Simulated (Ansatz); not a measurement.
Density of states of a In$_{8}$CuAu$_{7}$ cell (elements on a bcc lattice, relaxed), per eV and atom, broadened by Gaussian smearing of width 0.1 eV and averaged over bins of 0.3 eV, from 8 eV under the Fermi level at most up to where the solved bands end.

All numbers below come from DFT PBE, scalar-relativistic, plane waves, PAW in Ansatz.

Settings: cutoff 420 eV, Γ-centred mesh 5×5×5 on the computed 16-atom cell, Gaussian smearing of 0.10 eV; no spin polarisation.

```
Cu In Au
1.0
     7.26540   -0.47336   -0.29915
    -0.45048    6.99450    0.76275
    -0.29582    0.76827    7.17721
Cu In Au
1 8 7
Cartesian
  5.5344 5.3984 5.1095
  6.6746 3.4233 0.7294
  1.0767 0.6610 1.7420
  3.0410 2.9208 0.7158
  3.7437 0.3158 3.3368
  0.2533 4.2719 4.0286
  1.7479 1.7583 5.4531
  4.8973 5.1413 2.4476
  5.0480 2.5517 5.3590
  6.1762 7.1678 7.0752
  3.3708 6.8069 6.9674
  6.6316 1.0486 3.4891
  5.2468 1.0113 0.9257
  2.0457 5.1972 2.0908
  3.0208 4.4521 5.0553
  0.8015 5.7893 6.3043
```

```csv
E − E_F (eV),total,Au 5d,In 5p,In 5s,Cu 3d
-7.90,0.163,0.007,0.044,0.067,0.000
-7.60,0.217,0.015,0.061,0.089,0.000
-7.30,0.280,0.030,0.079,0.112,0.001
-7.00,0.298,0.052,0.078,0.112,0.001
-6.70,0.431,0.123,0.094,0.151,0.002
-6.40,0.532,0.223,0.093,0.153,0.004
-6.10,0.718,0.417,0.089,0.139,0.006
-5.80,0.857,0.589,0.082,0.105,0.010
-5.50,0.955,0.733,0.088,0.053,0.010
-5.20,1.462,1.202,0.134,0.041,0.014
-4.90,1.803,1.538,0.143,0.037,0.024
-4.60,2.119,1.825,0.150,0.034,0.041
-4.30,1.874,1.626,0.117,0.033,0.037
-4.00,1.656,1.425,0.101,0.040,0.038
-3.70,1.667,1.438,0.093,0.049,0.042
-3.40,1.299,1.053,0.091,0.056,0.056
-3.10,0.798,0.492,0.098,0.070,0.093
-2.80,0.880,0.324,0.115,0.069,0.322
-2.50,1.225,0.268,0.115,0.064,0.728
-2.20,0.807,0.196,0.110,0.069,0.385
-1.90,0.467,0.122,0.123,0.069,0.101
-1.60,0.474,0.106,0.170,0.078,0.054
-1.30,0.406,0.076,0.174,0.068,0.026
-1.00,0.380,0.062,0.172,0.065,0.016
-0.70,0.353,0.050,0.172,0.059,0.011
-0.40,0.385,0.047,0.197,0.064,0.009
-0.10,0.348,0.038,0.186,0.056,0.006
0.20,0.368,0.037,0.192,0.066,0.006
0.50,0.342,0.031,0.180,0.059,0.004
0.80,0.395,0.035,0.195,0.075,0.004
1.10,0.405,0.032,0.202,0.073,0.003
```

The columns after the total are the largest Löwdin projections on the valence shells of the potentials, so they needn't add up, and the weight of a shell that a potential lacks goes to other orbitals. The cell has no gap on the mesh.

Spin-orbit coupling is left out, which matters for the bands of heavy elements.

Cost: 2 runs of about 29 core-minutes in all (earlier runs that led there not counted), on Arm Neoverse V2 (shared hosts).